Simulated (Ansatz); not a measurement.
The start is a generated trial cell of Ba in the AFLOW prototype A_tI2_139_a (A6, as in In). A full variable-cell relaxation at zero pressure is run with PBE (plane waves to 420 eV, PAW, scalar-relativistic; Ansatz, an electronic-structure program). The first steps use a coarse 9×9×9 k-mesh.

Initial structure:
```
Ba
1.0
   -2.45004     2.45004     2.63437
    2.45004    -2.45004     2.63437
    2.45004     2.45004    -2.63437
Ba
1
Direct
  0.00000   0.00000   0.00000
```

### Question
How much energy is released per atom?

### Answer
Under 0.01 eV/atom.

### Question
What band gap does the relaxed structure have at this level?

### Answer
No gap (metallic).

### Question
Write out the relaxed structure.

### Answer

```cif
data_Ba2
_chemical_formula_sum 'Ba2'
_space_group_name_H-M_alt 'Im-3m'
_space_group_IT_number 229
_space_group_name_Hall '-I 4 2 3'
_cell_length_a 5.02374
_cell_length_b 5.02374
_cell_length_c 5.02374
_cell_angle_alpha 90.000
_cell_angle_beta 90.000
_cell_angle_gamma 90.000
loop_
_atom_site_label
_atom_site_type_symbol
_atom_site_symmetry_multiplicity
_atom_site_Wyckoff_symbol
_atom_site_fract_x
_atom_site_fract_y
_atom_site_fract_z
_atom_site_occupancy
Ba1 Ba 2 a 0.00000 0.00000 0.00000 1
```
(The calculation used a cell of 1 atom; values per cell refer to that cell.)

Final values are on a 13×13×13 k-mesh of the relaxed cell. No spin polarisation in the result.

The run could not lose the symmetry of its start.
